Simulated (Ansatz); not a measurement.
InSe:
```yaml
crystal:
  lattice:
    - [3.95193, 0.00000, 0.00000]
    - [-1.97596, 3.42247, 0.00000]
    - [0.00000, 0.00000, 37.00000]
  atoms:
    - { symbol: Se, position: [0.00000, 0.00000, 0.57147] }
    - { symbol: Se, position: [0.00000, 0.00000, 0.42853] }
    - { symbol: In, position: [0.33333, 0.66667, 0.46301] }
    - { symbol: In, position: [0.33333, 0.66667, 0.53699] }
```
The layer is periodic in x and y and isolated along z.

Relaxed with LDA. Special points in fractions of this cell's reciprocal vectors: Γ (0.000, 0.000, 0.000); M (0.500, 0.000, 0.000); K (0.333, 0.333, 0.000).

Task: List the band energies nearest the valence-band maximum at these points for LDA in the plane-wave PAW code Ansatz.

Result: In eV from the valence-band maximum; about four levels below and three above (degenerate sets whole), none deeper than 8.9 eV; points with the same levels are listed once.

| k | below | above |
|---|---|---|
| Γ | -0.41 -0.41 -0.32 -0.32 -0.10 | 1.67 2.85 5.15 5.15 |
| M | -1.60 -1.55 -1.35 -1.00 | 2.30 2.39 4.17 |
| K | -2.92 -1.81 -1.31 -1.15 | 2.51 3.28 4.10 |

Space group P-6m2 (GaSe-type). A layer that has been made, often on a substrate. The LDA relaxation kept the symmetry of its start; its stability against distortions is not shown here. Scalar-relativistic: spin–orbit coupling is off unless named, which matters more the heavier the elements.

Potentials: the later of the program's two PAW sets.
